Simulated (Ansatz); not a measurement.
Relaxed-ion elastic tensor of TiO2 in space group Pbcn (No. 60; Ti on 4c, O on 8d) in GPa (Voigt order), r²SCAN in the plane-wave PAW code Ansatz; density 4.32 g/cm³, 10.22 Å³ per atom.

```
 344   175   184   0.0   0.0   0.0
 175   321   148   0.0   0.0   0.0
 184   148   393   0.0   0.0   0.0
 0.0   0.0   0.0  92.4   0.0   0.0
 0.0   0.0   0.0   0.0   131   0.0
 0.0   0.0   0.0   0.0   0.0  72.5
```

**Question.** Is the crystal mechanically stable?

**Answer.** Yes: the smallest eigenvalue of C is 72.5 GPa.

**Question.** Work out the Voigt, Reuss and Hill averages.

**Answer.** K_V = 230, K_R = 228, K_H = 229; G_V = 96.1, G_R = 91.6, G_H = 93.8 GPa.

**Question.** Give Young's modulus, Poisson's ratio, Pugh's ratio and the universal anisotropy index.

**Answer.** E = 9KG/(3K + G) = 248 GPa; ν = 0.32; K/G = 2.44 (ductile by the Pugh limit of 1.75); A_U = 5G_V/G_R + K_V/K_R − 6 = 0.26.

**Question.** Estimate the sound speeds and the Debye temperature.

**Answer.** v_l = √((K + 4G/3)/ρ) = 9050 m/s, v_t = √(G/ρ) = 4660 m/s, mean 5220 m/s; Θ = (h/k)(3n/4πV)^(1/3) v_m = 716 K.

**Question.** Solve the Christoffel equation for the three sound speeds along x, y, z.

**Answer.** Eigenvalues of C_ijkl n_j n_l equal ρv². In km/s, slowest first: x 4.10, 5.51, 8.92; y 4.10, 4.62, 8.62; z 4.62, 5.51, 9.54.

**Question.** How much does each axis shrink under pressure?

**Answer.** Linear compressibilities β_i = Σ_j S_ij (j = 1 to 3): x 1.3, y 1.8, z 1.2 per TPa.

This is a known high-pressure phase of the composition, computed here at zero pressure and temperature. Symmetry was held in the r²SCAN relaxation; of distortions, only those at the zone centre were tested. No spin polarisation was allowed.

Potentials: the earlier of the program's two PAW sets.
